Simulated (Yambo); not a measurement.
```xyz
6
Lattice="-2.2238 2.3886 3.5022 2.2238 -2.3886 3.5022 2.2238 2.3886 -3.5022" Properties=species:S:1:pos:R:3 pbc="T T T"
N      0.0000     0.0000     0.0000
N      0.9603     0.0000     3.5022
O      2.7039    -0.6073     1.7511
O      0.4802     2.9958     1.7511
P      1.5921     1.1943     4.2785
P      1.5921    -1.1943     2.7259
```

The geometry is that of Materials Project entry mp-753671, symmetrised and not relaxed again.

**Question.** Where are the main features of Im ε from RPA with local fields on LDA bands (Yambo; 6×6×6 mesh, 59 bands, 3 Ry local-field block, 0.2 eV broadening; field along z)?

**Answer.** Peaks at 8.4 eV (4.5), 10.6 eV (2.9), 12.6 eV (2.4), 14.4 eV (2.8), heights in brackets. Peak heights and small wiggles depend on the k mesh. Convergence of the RPA response with its 6×6×6 mesh was not tested. No excitonic effects at this level. 

The structure is a Materials Project entry; no match was found in the copy of COD used, and its stability was not checked.
